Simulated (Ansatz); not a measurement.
Cu Kα1 powder pattern (kinematic, no thermal factors).
2θ (°) (relative intensity): 16.46 (27), 16.68 (41), 23.51 (46), 28.71 (7), 33.27 (100), 33.38 (19), 33.72 (32), 37.43 (30), 37.74 (7), 44.50 (5), 44.86 (5), 47.84 (14), 48.10 (71), 50.86 (2), 51.58 (2), 53.90 (5), 54.52 (5), 56.98 (4), 59.45 (19), 60.10 (4), 62.13 (2), 62.21 (7), 62.42 (2), 62.77 (6), 64.83 (6), 69.85 (11), 70.12 (23), 70.45 (5), 70.91 (4), 72.40 (4), 72.59 (2), 73.38 (1), 75.36 (2), 79.66 (3), 79.85 (16), 80.61 (16), 82.54 (3), 84.40 (3), 84.90 (3), 86.94 (1), 87.69 (1)

The pattern is computed from a structure relaxed with DFT PBE, scalar-relativistic, plane waves, PAW, and for the lanthanide a 4f-in-core norm-conserving potential (Ansatz 0.2.0). No spin polarisation. Its elements are Nb, Te, Tm.

Q: Give the structure.

A: TmNbTe3.
Space group P6/mmm (No. 191). a = 6.215 Å, b = 6.215 Å, c = 5.312 Å, α = 90.00°, β = 90.00°, γ = 120.00°
| atom | site | symmetry | x | y | z |
| --- | --- | --- | --- | --- | --- |
| Tm | 1a | 6/mmm | 0.0000 | 0.0000 | 0.0000 |
| Nb | 1b | 6/mmm | 0.0000 | 0.0000 | 0.5000 |
| Te | 3g | mmm | 0.5000 | 0.0000 | 0.5000 |

A pattern alone doesn't exclude other cells with like lines; this is the one computed.

Another cell of TmNbTe3 relaxed alike, in Pm-3m, lies 0.56 eV/atom lower, so this cell isn't the stable form at this level.

The structure comes from a generated guess; another structure or a mixture of phases may lie lower.

The lanthanide is trivalent by construction, without f bands, f moments or other valences.
